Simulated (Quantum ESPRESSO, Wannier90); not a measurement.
**Tight-binding from DFT: BP (zinc blende)**

Materials Project entry mp-1479; symmetrised, unrelaxed at this level. COD (Crystallography Open Database) has an entry of this formula and space group (matched by these alone). Computed values, not measurements, from PBEsol: Quantum ESPRESSO (norm-conserving PseudoDojo potentials, cutoff 61 Ry, no spin polarisation, no spin-orbit coupling) on a Γ-centred 12×12×12 mesh, then Wannier90. Density: 12×12×12 mesh, cold smearing 0.01 Ry.

Input w.win:

```
num_bands = 15
num_wann = 8
num_iter = 0
conv_tol = 1.0e-6
conv_window = 4
dis_num_iter = 1000
dis_conv_tol = 1.0e-6
dis_froz_max = 11.89
write_hr = true
write_u_matrices = true
begin projections
B: s;p
P: s;p
end projections
begin unit_cell_cart
ang
    0.0000000000    2.2660700000    2.2660700000
    2.2660700000    0.0000000000    2.2660700000
    2.2660700000    2.2660700000    0.0000000000
end unit_cell_cart
begin atoms_frac
B    0.0000000000  0.0000000000  0.0000000000
P   -0.2500000000 -0.2500000000 -0.2500000000
end atoms_frac
mp_grid = 12 12 12
begin kpoints
0.0000000000 0.0000000000 0.0000000000
0.0000000000 0.0000000000 0.0833333333
0.0000000000 0.0000000000 0.1666666667
... (1725 more lines: the 12x12x12 mesh through Gamma)
end kpoints
```

On the energy scale of pw.x, whose zero is arbitrary, the valence-band maximum lies at 9.26 eV. Lines of w_hr.dat (R1 R2 R3 m n Re Im, eV) for R = 0 and one of the shortest lattice vectors, rounded to 0.01 eV, lines under 0.02 eV left out; orbitals in order: B1 s, B1 pz, B1 px, B1 py, P2 s, P2 pz, P2 px, P2 py.

```
    0    0    0    1    1     7.45     0.00
    0    0    0    5    1    -2.58     0.00
    0    0    0    6    1    -1.87     0.00
    0    0    0    7    1    -1.87     0.00
    0    0    0    8    1    -1.87     0.00
    0    0    0    2    2    10.97     0.00
    0    0    0    5    2     2.13     0.00
    0    0    0    6    2     0.12     0.00
    0    0    0    7    2     1.77     0.00
    0    0    0    8    2     1.77     0.00
    0    0    0    3    3    10.97     0.00
    0    0    0    5    3     2.13     0.00
    0    0    0    6    3     1.77     0.00
    0    0    0    7    3     0.12     0.00
    0    0    0    8    3     1.77     0.00
    0    0    0    4    4    10.97     0.00
    0    0    0    5    4     2.13     0.00
    0    0    0    6    4     1.77     0.00
    0    0    0    7    4     1.77     0.00
    0    0    0    8    4     0.12     0.00
    0    0    0    1    5    -2.58     0.00
    0    0    0    2    5     2.13     0.00
    0    0    0    3    5     2.13     0.00
    0    0    0    4    5     2.13     0.00
    0    0    0    5    5     4.38     0.00
    0    0    0    1    6    -1.87     0.00
    0    0    0    2    6     0.12     0.00
    0    0    0    3    6     1.77     0.00
    0    0    0    4    6     1.77     0.00
    0    0    0    6    6    10.56     0.00
    0    0    0    1    7    -1.87     0.00
    0    0    0    2    7     1.77     0.00
    0    0    0    3    7     0.12     0.00
    0    0    0    4    7     1.77     0.00
    0    0    0    7    7    10.56     0.00
    0    0    0    1    8    -1.87     0.00
    0    0    0    2    8     1.77     0.00
    0    0    0    3    8     1.77     0.00
    0    0    0    4    8     0.12     0.00
    0    0    0    8    8    10.56     0.00
   -1    0    0    3    1     0.12     0.00
   -1    0    0    5    1    -2.58     0.00
   -1    0    0    6    1     1.87     0.00
   -1    0    0    7    1    -1.87     0.00
   -1    0    0    8    1     1.87     0.00
   -1    0    0    2    2     0.24     0.00
   -1    0    0    3    2    -0.13     0.00
   -1    0    0    5    2    -2.13     0.00
   -1    0    0    6    2     0.12     0.00
   -1    0    0    7    2    -1.77     0.00
   -1    0    0    8    2     1.77     0.00
   -1    0    0    1    3     0.12     0.00
   -1    0    0    2    3     0.13     0.00
   -1    0    0    3    3    -0.53     0.00
   -1    0    0    4    3     0.13     0.00
   -1    0    0    5    3     2.13     0.00
   -1    0    0    6    3    -1.77     0.00
   -1    0    0    7    3     0.12     0.00
   -1    0    0    8    3    -1.77     0.00
   -1    0    0    3    4    -0.13     0.00
   -1    0    0    4    4     0.24     0.00
   -1    0    0    5    4    -2.13     0.00
   -1    0    0    6    4     1.77     0.00
   -1    0    0    7    4    -1.77     0.00
   -1    0    0    8    4     0.12     0.00
   -1    0    0    1    5    -0.05     0.00
   -1    0    0    2    5     0.10     0.00
   -1    0    0    3    5    -0.09     0.00
   -1    0    0    4    5     0.10     0.00
   -1    0    0    5    5    -0.07     0.00
   -1    0    0    6    5     0.10     0.00
   -1    0    0    7    5    -0.18     0.00
   -1    0    0    8    5     0.10     0.00
   -1    0    0    1    6    -0.14     0.00
   -1    0    0    2    6     0.12     0.00
   -1    0    0    3    6     0.04     0.00
   -1    0    0    4    6     0.15     0.00
   -1    0    0    5    6    -0.10     0.00
   -1    0    0    6    6     0.40     0.00
   -1    0    0    7    6     0.18     0.00
   -1    0    0    8    6     0.23     0.00
   -1    0    0    1    7     0.14     0.00
   -1    0    0    2    7    -0.07     0.00
   -1    0    0    3    7    -0.15     0.00
   -1    0    0    4    7    -0.07     0.00
   -1    0    0    5    7    -0.18     0.00
   -1    0    0    6    7    -0.18     0.00
   -1    0    0    7    7    -0.62     0.00
   -1    0    0    8    7    -0.18     0.00
   -1    0    0    1    8    -0.14     0.00
   -1    0    0    2    8     0.15     0.00
   -1    0    0    3    8     0.04     0.00
   -1    0    0    4    8     0.12     0.00
   -1    0    0    5    8    -0.10     0.00
   -1    0    0    6    8     0.23     0.00
   -1    0    0    7    8     0.18     0.00
   -1    0    0    8    8     0.40     0.00
```
